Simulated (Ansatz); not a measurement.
The end point of a relaxation of CdO. Level of theory: PBEsol (plane waves to 420 eV, PAW, scalar-relativistic; Ansatz, a quantum-chemistry and plane-wave program).

```cif
data_CdO
_chemical_formula_sum 'Cd1 O1'
_space_group_name_H-M_alt 'P 1'
_space_group_IT_number 1
_cell_length_a 3.31699
_cell_length_b 3.31699
_cell_length_c 3.31699
_cell_angle_alpha 60.000
_cell_angle_beta 60.000
_cell_angle_gamma 60.000
loop_
_space_group_symop_operation_xyz
  'x, y, z'
loop_
_atom_site_label
_atom_site_type_symbol
_atom_site_fract_x
_atom_site_fract_y
_atom_site_fract_z
_atom_site_occupancy
Cd1 Cd 0.00000 0.00000 0.00000 1
O1 O 0.50000 0.50000 0.50000 1
```

**Question.** Determine the symmetry and give the standard cell with its independent sites.

**Answer.** Space group Fm-3m (No. 225); a = b = c = 4.6909 Å, α = β = γ = 90.00°

```csv
atom,site,symmetry,x,y,z
Cd,4a,m-3m,0.0000,0.0000,0.0000
O,4b,m-3m,0.5000,0.5000,0.5000
```

This is the rock salt type.

**Question.** Give the shortest distances between elements (the closest pairs, up to four, under 3.6 Å).

**Answer.** Cd–O 2.35 Å; Cd–Cd 3.32 Å; O–O 3.32 Å.

```json
{
 "volume_per_atom": "12.90 Å³",
 "density": "8.26 g/cm³",
 "band_gap": "no gap (metallic)"
}
```

No spin polarisation in the result.

Measured for CdO: a 4.696 Å (as listed in Priya Gopal et al., Physical Review B (2015)); gap 0.84 eV (0 K or low temperature; as listed in E. Menéndez-Proupin et al., Physical Review B (2004)). Computed minus measured — a: PBEsol -0.1 %; gap: PBEsol -0.84 eV. The computed values are for a static lattice, and a measured gap can be an optical one, lowered by exciton binding.

It was reached from a disturbed copy of a P4/nmm (No. 129) cell, against which it lies -0.31 eV/atom.
